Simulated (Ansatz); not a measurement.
CaTiO₃ in space group Pnma (No. 62; Ca on 4c, Ti on 4b, O on 4c, O on 8d), PBEsol in the plane-wave PAW code Ansatz. The conduction-band minimum lies at Γ, with 1 equivalent valley. Second derivatives d²E/dk² of the lowest band at one valley (eV·Å²), along Cartesian directions:

| direction | d²E/dk² |
|---|---|
| [100] | 11.28 |
| [010] | 9.016 |
| [001] | 10.27 |
| [110] | 10.16 |
| [101] | 9.906 |
| [011] | 9.654 |

### Question
Find the principal effective masses, the density-of-states mass and the conductivity mass.

### Answer
Off-diagonal terms follow from H_xy = H[110] − (H_xx + H_yy)/2, and m*/mₑ = 7.620 eV·Å² over each eigenvalue: 0.65, 0.78, 0.85. One valley's DOS mass (m₁m₂m₃)^(1/3) = 0.75, conductivity mass 3/(Σ 1/mᵢ) = 0.75 mₑ.

### Question
What effective density of states Nc follows at 300 K for parabolic valleys?

### Answer
Nc = 2.509e19 × 1 × (0.75)^(3/2) ≈ 1.6e19 cm⁻³.

The workflow started from a Materials Project entry (that database holds measured and hypothetical structures alike); the Crystallography Open Database files this formula in space group No. 62, but the cells were not matched. Whether it is the stable phase at ambient conditions was not checked. The PBEsol relaxation kept the symmetry of its start; its stability against distortions is not shown here. The run is not spin-polarised.

Potentials: the later of the program's two PAW sets.

Edges and masses are those of Kohn–Sham bands, whose gap is no quasiparticle gap.
